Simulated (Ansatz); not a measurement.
Level of theory: DFT PBE, scalar-relativistic, plane waves, PAW in Ansatz. All cells share a 420 eV cutoff and Γ-centred k meshes spaced at most about 0.3 Å⁻¹ (about 0.25 or finer for metals, 2π included). No spin polarisation in the final relaxations.

These are static total energies at zero pressure.

Compare these two cells of Sn₂TeS₃, each relaxed at this level.

A.

Space group P4/mmm (No. 123). a = 3.508 Å, b = 3.508 Å, c = 10.674 Å, α = 90.00°, β = 90.00°, γ = 90.00°
```csv
atom,site,symmetry,x,y,z
Sn,2g,4mm,0.0000,0.0000,0.3318
Te,1a,4/mmm,0.0000,0.0000,0.0000
S,2h,4mm,0.5000,0.5000,0.1773
S,1d,4/mmm,0.5000,0.5000,0.5000
```

B.

Space group R-3m:H (No. 166). a = 4.945 Å, b = 4.945 Å, c = 22.353 Å, α = 90.00°, β = 90.00°, γ = 120.00°
```
atom  site  symmetry       x       y       z
  Sn    6c        3m  0.3333  0.6667  0.7567
  Te    3b       -3m  0.6667  0.3333  0.8333
   S    9e      .2/m  0.0000  0.5000  0.0000
```

Question: Which would you expect to be lower, and how large is the difference?

Answer: A is lower, by 101 meV/atom. A has space group P4/mmm (No. 123), 21.9 Å³/atom and no gap on its mesh; B has space group R-3m (No. 166), 26.3 Å³/atom and no gap. The shortest distance is 2.98 Å (Sn–S) in A and 2.47 Å (S–S) in B. The denser one is the lower, and pressure would at first widen the difference. Even the lower one lies +0.08 eV/atom against the reference forms of the elements (uncorrected), so neither is stable at this level. In A, Sn has 8 S at 2.98–3.06 Å, 5 Sn at 3.51–3.59 Å and 1 Te at 3.54 Å; around Te lie 8 S at 3.12 Å, 4 Te at 3.51 Å and 2 Sn at 3.54 Å; around S on a site of symmetry 4mm lie 4 Sn at 2.98 Å, 4 Te at 3.12 Å, 5 S at 3.44–3.51 Å and 1 S at 3.78 Å; 1 more site not described. In B, around Sn lie 6 S at 3.19 Å and 3 Te at 3.33 Å; around Te lie 6 Sn at 3.33 Å and 6 S at 3.99 Å; S is surrounded by 4 S at 2.47 Å, 4 Sn at 3.19 Å and 2 Te at 3.99 Å. Both come from invented guesses. A third cell relaxed alike, in P-3m1, lies 176 meV/atom below the lower of the two.

These runs have no spin–orbit coupling, which can matter for Te. Cells relaxed within their symmetry can be saddle points.
